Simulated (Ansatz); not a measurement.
ZnS:
```xyz
2
Lattice="0.0000 2.6484 2.6484 2.6484 0.0000 2.6484 2.6484 2.6484 0.0000" Properties=species:S:1:pos:R:3 pbc="T T T"
Zn     0.0000     0.0000     0.0000
S      3.9726     3.9726     3.9726
```

x, y and z are the axes in which the lattice vectors are written.

**Question.** Give the proper piezoelectric stress tensor with relaxed ions from LDA (plane waves, PAW; program Ansatz).

**Answer.** In C/m², rows x, y, z, Voigt columns; mesh uncertainty up to 0.00.
```
 0.00   0.00   0.00  -0.16   0.00   0.00
 0.00   0.00   0.00   0.00  -0.16   0.00
 0.00   0.00   0.00   0.00   0.00  -0.16
```

The elastic tensor of the same run (GPa):

|  | 1 | 2 | 3 | 4 | 5 | 6 |
|---|---|---|---|---|---|---|
| 1 | 117 | 71.4 | 71.4 | 0.0 | 0.0 | 0.0 |
| 2 | 71.4 | 117 | 71.4 | 0.0 | 0.0 | 0.0 |
| 3 | 71.4 | 71.4 | 117 | 0.0 | 0.0 | 0.0 |
| 4 | 0.0 | 0.0 | 0.0 | 52.1 | 0.0 | 0.0 |
| 5 | 0.0 | 0.0 | 0.0 | 0.0 | 52.1 | 0.0 |
| 6 | 0.0 | 0.0 | 0.0 | 0.0 | 0.0 | 52.1 |

**Question.** Convert to strain constants d = e·S.

**Answer.** In pC/N:
```
 0.0   0.0   0.0  -3.0   0.0   0.0
 0.0   0.0   0.0   0.0  -3.0   0.0
 0.0   0.0   0.0   0.0   0.0  -3.0
```

Space group F-43m (zinc blende). The LDA relaxation kept the symmetry of its start. Signs of piezoelectric constants follow the polarity of the cell as given.

Potentials: the earlier of the program's two PAW sets. The files were generated under PBE; for other functionals the program regenerates the frozen cores, and for LDA and PBEsol the local potential too.
